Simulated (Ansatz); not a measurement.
# Choice of functional: Lu

```xyz
2
Lattice="3.5181 0.0000 0.0000 -1.7590 3.0467 0.0000 0.0000 0.0000 5.4461" Properties=species:S:1:pos:R:3 pbc="T T T"
Lu    0.0000    2.0311    1.3615
Lu    1.7590    1.0156    4.0846
```

Atoms are numbered in the order listed.

Structure from Materials Project entry mp-145 (possibly hypothetical), not relaxed further.

No spin–orbit coupling, which matters for the heavy atoms here.

One fixed cell is solved with several functionals by frozen-core PAW in Ansatz 0.2.0, scalar-relativistically. A positive pressure means that the functional wants a larger cell.

The PAW files were made with PBE; their cores are remade for each functional.

Numerical set-up: a Γ-centred 12×12×7 k mesh, Fermi–Dirac smearing of 0.03 eV, cutoff 500 eV, no spin polarisation; the PAW files were made with PBE, and the program remakes their frozen cores for this functional.

Cutoffs: r²SCAN 500 eV, LDA 420 eV, PBEsol 420 eV, PBE 420 eV.

| setting | P (GPa) | lowest level at Γ above −25 eV, from the valence-band top or, without a gap, the Fermi level (eV) |
| --- | --- | --- |
| r²SCAN | -0.33 | ? |
| LDA | -5.22 | -6.02 |
| PBEsol | -2.70 | -6.04 |
| PBE | ? | -6.02 |

Fill in "P (GPa)" for the row "PBE".

-0.13.

What belongs in the row "r²SCAN", column "lowest level at Γ above −25 eV, from the valence-band top or, without a gap, the Fermi level (eV)"?

-6.28.
